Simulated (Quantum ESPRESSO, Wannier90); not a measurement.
Wannierisation of ZnS (wurtzite)

```xyz
4
Lattice="3.8058 0.0000 0.0000 -1.9029 3.2959 0.0000 0.0000 0.0000 6.2380" Properties=species:S:1:pos:R:3 pbc="T T T"
Zn     1.9029    -1.0986     0.0009
Zn    -1.9029     1.0986    -3.1181
S      1.9029    -1.0986     2.3384
S     -1.9029     1.0986    -0.7806
```

Cell from Materials Project (mp-560588), symmetrised, no further relaxation. COD (Crystallography Open Database) has the formula in 4 space groups, this one among them (matched by group alone). Computed values, not measurements, from PBEsol: Quantum ESPRESSO (norm-conserving PseudoDojo potentials, cutoff 68 Ry, no spin polarisation, no spin-orbit coupling) on a Γ-centred 12×12×4 mesh, then Wannier90. Density: 12×12×6 mesh, cold smearing 0.01 Ry.

A tight-binding model is made by disentanglement and projection with no localisation steps (num_iter = 0), so the 26 orbitals stay atom-like: hydrogen-like Zn: s;p;d; S: s;p, axes along x, y, z; frozen window up to 3.58 eV relative to the valence-band maximum. It follows pw.x to 1.1 meV rms for states up to 3.1 eV relative to the valence-band maximum. Matrix elements depend on this choice of orbitals and windows.

What are the on-site energies relative to the valence-band maximum, and how fast do the hoppings decay?


| atom | orbitals | energy (eV) |
|---|---|---|
| Zn1 | s | 1.21 |
| Zn1 | pz | 6.08 |
| Zn1 | px py | 5.99 |
| Zn1 | dz2 | -6.11 |
| Zn1 | dxz dyz | -6.00 |
| Zn1 | dx2-y2 dxy | -6.06 |
| Zn2 | s | 1.21 |
| Zn2 | pz | 6.08 |
| Zn2 | px py | 5.99 |
| Zn2 | dz2 | -6.11 |
| Zn2 | dxz dyz | -6.00 |
| Zn2 | dx2-y2 dxy | -6.06 |
| S3 | s | -9.48 |
| S3 | pz | 0.11 |
| S3 | px py | 0.07 |
| S4 | s | -9.48 |
| S4 | pz | 0.11 |
| S4 | px py | 0.07 |

```tsv
distance of the centres (Å)	largest modulus (eV)
2–3	2.9
3–4	0.65
4–5	0.26
5–6	0.12
6–7	0.20
7–8	0.024
8–9	0.017
9–10	0.0096
10–11	0.0054
11–12	0.0065
```
